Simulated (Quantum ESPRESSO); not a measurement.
Band energies of NiZnF6

```
CELL_PARAMETERS angstrom
      2.42483     1.39998     4.36555
     -2.42483     1.39998     4.36555
      0.00000    -2.79995     4.36555
ATOMIC_POSITIONS crystal
  F  0.63005 0.90260 0.23032
  F  0.36995 0.09740 0.76968
  F  0.90260 0.23032 0.63005
  F  0.09740 0.76968 0.36995
  F  0.23032 0.63005 0.90260
  F  0.76968 0.36995 0.09740
  Ni 0.00000 0.00000 0.00000
  Zn 0.50000 0.50000 0.50000
```

PBEsol (Quantum ESPRESSO, PseudoDojo norm-conserving, 98 Ry, no spin-orbit coupling); path ΓLB1,BZΓX,QFP1Z,LP; energies in eV from the valence-band maximum.

```csv
k (1/Å),point,band 36,band 37,band 38,band 39,band 40,band 41,band 42,band 43
0.00,Γ,-1.02,-1.02,-0.54,-0.21,-0.21,1.65,1.65,6.14
0.20,,-1.00,-0.92,-0.50,-0.25,-0.22,1.59,1.60,6.36
0.39,,-0.98,-0.85,-0.44,-0.34,-0.22,1.43,1.49,6.92
0.59,,-0.95,-0.86,-0.51,-0.44,-0.18,1.25,1.38,7.57
0.79,L,-0.94,-0.75,-0.71,-0.45,-0.16,1.16,1.33,7.90
0.99,,-0.95,-0.85,-0.48,-0.42,-0.16,1.18,1.35,7.99
1.19,,-0.93,-0.74,-0.38,-0.31,-0.14,1.22,1.38,8.20
1.40,B1,-0.92,-0.70,-0.37,-0.25,-0.10,1.22,1.38,8.35
1.40,B,-0.92,-0.70,-0.37,-0.25,-0.10,1.22,1.38,8.35
1.85,,-0.94,-0.86,-0.38,-0.31,-0.25,1.21,1.26,7.90
2.08,Z,-0.87,-0.87,-0.44,-0.36,-0.36,1.23,1.23,7.74
2.26,,-0.89,-0.89,-0.44,-0.32,-0.32,1.30,1.30,7.43
2.62,,-0.98,-0.98,-0.50,-0.22,-0.22,1.59,1.59,6.33
2.80,Γ,-1.02,-1.02,-0.54,-0.21,-0.21,1.65,1.65,6.14
2.99,,-0.98,-0.92,-0.50,-0.25,-0.23,1.58,1.62,6.35
3.18,,-0.96,-0.81,-0.43,-0.33,-0.24,1.42,1.54,6.88
3.56,,-0.90,-0.78,-0.48,-0.23,-0.19,1.28,1.32,8.07
3.75,X,-0.84,-0.72,-0.43,-0.28,-0.09,1.16,1.46,8.30
3.75,Q,-0.84,-0.72,-0.43,-0.28,-0.09,1.16,1.46,8.30
4.10,F,-0.82,-0.68,-0.46,-0.37,0.00,1.08,1.64,8.34
4.10,P1,-0.86,-0.74,-0.44,-0.25,-0.07,1.16,1.44,8.32
4.24,,-0.88,-0.80,-0.42,-0.24,-0.12,1.17,1.36,8.20
4.39,,-0.92,-0.85,-0.40,-0.27,-0.21,1.19,1.29,7.99
4.54,,-0.92,-0.87,-0.40,-0.33,-0.31,1.22,1.25,7.81
4.69,Z,-0.87,-0.87,-0.44,-0.36,-0.36,1.23,1.23,7.74
4.69,L,-0.94,-0.75,-0.71,-0.45,-0.16,1.16,1.33,7.90
4.82,,-1.01,-0.82,-0.63,-0.36,-0.16,1.19,1.32,7.94
4.94,,-1.00,-0.82,-0.53,-0.23,-0.18,1.25,1.28,8.07
5.19,P,-0.86,-0.74,-0.44,-0.25,-0.07,1.16,1.44,8.32
```

The PBEsol gap is 1.08 eV and nearly direct: the edges lie at F and F, the smallest direct gap within 0.02 eV of it.

The 3d shell has no Hubbard U; the runs are without spin polarisation, and magnetic order was not tried.

Geometry of the Materials Project entry, not relaxed at this level.

The structure is a Materials Project entry; no match was found in the copy of COD used, and its stability was not checked.
